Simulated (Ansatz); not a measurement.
Geometry optimisation in Ansatz: input, command and trajectory.

```yaml
crystal:
  lattice:
    - [1.7064142883, 0.9851987487, 5.1538076733]
    - [-1.7064142883, 0.9851987487, 5.1538076733]
    - [0.0, -1.9703974974, 5.1538076733]
  atoms:
    - { symbol: Mo, position: [0.75, 0.75, 0.75] }
    - { symbol: Mo, position: [0.25, 0.25, 0.25] }
    - { symbol: As, position: [0.0, 0.0, 0.0] }
basis:
  ecutwfc: 420
kpoints:
  mp_grid: { grid: [6, 6, 6] }
hamiltonian:
  xc: pbe
scf:
  occupations: { method: gaussian, width: 0.1 }
  lower_state_search: "off"
output:
  forces: true
  stress: true
  eigenvalues: true
relax:
  adjacent_minimum: "off"
  f_tol: 0.04
  max_steps: 70
  cell: { stress_tol: 0.4 }
```

```bash
ansatz run input.yaml --threads 1 --pin off --max-ram 2560MiB --backend cpu --events-out ev --progress --plain --runs-dir out
```

The calculation used DFT PBE, scalar-relativistic, plane waves, PAW in Ansatz 0.2.0.

Of 10 frames 9 are shown, positions in Å and forces in eV/Å; the SCF threshold varies from step to step. Steps run on the plane waves of an earlier cell, with a Pulay correction in the pressure. The basis is chosen afresh for the last frame, the zero of the energies, and at times for earlier ones too; energy and pressure step there, also at an unchanged geometry.

```xyz
3
Lattice="1.7064 0.9852 5.1538 -1.7064 0.9852 5.1538 0.0000 -1.9704 5.1538" Properties=species:S:1:pos:R:3:forces:R:3 pbc="T T T" step=1 free_energy_over_end_meV_per_atom=651.80 pressure_GPa=12.46
Mo    0.0000    0.0000   11.5961    0.0000    0.0000    3.4917
Mo    0.0000    0.0000    3.8654    0.0000    0.0000   -3.4917
As    0.0000    0.0000    0.0000    0.0000    0.0000    0.0000
3
Lattice="1.7084 0.9863 5.0427 -1.7084 0.9863 5.0427 0.0000 -1.9727 5.0427" Properties=species:S:1:pos:R:3:forces:R:3 pbc="T T T" step=2 free_energy_over_end_meV_per_atom=345.07 pressure_GPa=2.39
Mo    0.0000    0.0000   11.5362    0.0000    0.0000    1.2704
Mo    0.0000    0.0000    3.5918    0.0000    0.0000   -1.2704
As    0.0000    0.0000    0.0000    0.0000    0.0000    0.0000
3
Lattice="1.6285 0.9402 5.2913 -1.6285 0.9402 5.2913 0.0000 -1.8804 5.2913" Properties=species:S:1:pos:R:3:forces:R:3 pbc="T T T" step=3 free_energy_over_end_meV_per_atom=131.36 pressure_GPa=5.38
Mo    0.0000    0.0000   12.2931    0.0000    0.0000    0.5317
Mo    0.0000    0.0000    3.5807    0.0000    0.0000   -0.5317
As    0.0000    0.0000    0.0000    0.0000    0.0000    0.0000
3
Lattice="1.5995 0.9235 5.5464 -1.5995 0.9235 5.5464 0.0000 -1.8469 5.5464" Properties=species:S:1:pos:R:3:forces:R:3 pbc="T T T" step=4 free_energy_over_end_meV_per_atom=58.84 pressure_GPa=2.34
Mo    0.0000    0.0000   12.9577    0.0000    0.0000   -0.6300
Mo    0.0000    0.0000    3.6815    0.0000    0.0000    0.6300
As    0.0000    0.0000    0.0000    0.0000    0.0000    0.0000
3
Lattice="1.5964 0.9217 5.7970 -1.5964 0.9217 5.7970 0.0000 -1.8433 5.7970" Properties=species:S:1:pos:R:3:forces:R:3 pbc="T T T" step=5 free_energy_over_end_meV_per_atom=35.49 pressure_GPa=-8.13
Mo    0.0000    0.0000   13.5060    0.0000    0.0000   -0.0945
Mo    0.0000    0.0000    3.8849    0.0000    0.0000    0.0945
As    0.0000    0.0000    0.0000    0.0000    0.0000    0.0000
3
Lattice="1.5336 0.8854 5.9712 -1.5336 0.8854 5.9712 0.0000 -1.7708 5.9712" Properties=species:S:1:pos:R:3:forces:R:3 pbc="T T T" step=6 free_energy_over_end_meV_per_atom=3.22 pressure_GPa=-2.00
Mo    0.0000    0.0000   13.9142    0.0000    0.0000   -0.0601
Mo    0.0000    0.0000    3.9995    0.0000    0.0000    0.0601
As    0.0000    0.0000    0.0000    0.0000    0.0000    0.0000
3
Lattice="1.5232 0.8794 5.9791 -1.5232 0.8794 5.9791 0.0000 -1.7588 5.9791" Properties=species:S:1:pos:R:3:forces:R:3 pbc="T T T" step=7 free_energy_over_end_meV_per_atom=1.87 pressure_GPa=0.01
Mo    0.0000    0.0000   13.9296    0.0000    0.0000   -0.0119
Mo    0.0000    0.0000    4.0078    0.0000    0.0000    0.0119
As    0.0000    0.0000    0.0000    0.0000    0.0000    0.0000
3
Lattice="1.5232 0.8794 5.9791 -1.5232 0.8794 5.9791 0.0000 -1.7588 5.9791" Properties=species:S:1:pos:R:3:forces:R:3 pbc="T T T" step=8 free_energy_over_end_meV_per_atom=0.15 pressure_GPa=0.23
Mo    0.0000    0.0000   13.9296    0.0000    0.0000   -0.0121
Mo    0.0000    0.0000    4.0078    0.0000    0.0000    0.0121
As    0.0000    0.0000    0.0000    0.0000    0.0000    0.0000
3
Lattice="1.5201 0.8776 6.0002 -1.5201 0.8776 6.0002 0.0000 -1.7553 6.0002" Properties=species:S:1:pos:R:3:forces:R:3 pbc="T T T" step=10 free_energy_over_end_meV_per_atom=0.00 pressure_GPa=0.10
Mo    0.0000    0.0000   13.9777    0.0000    0.0000    0.0332
Mo    0.0000    0.0000    4.0230    0.0000    0.0000   -0.0332
As    0.0000    0.0000    0.0000    0.0000    0.0000    0.0000
```

The start puts this composition into another compound's structure type, which needn't suit it. At the end the space group is R-3m (tolerance 0.05 Å).

The run took 24 s on 1 thread of Arm Neoverse V2, on a shared host, peak memory 0.34 GiB.

The k mesh is coarse.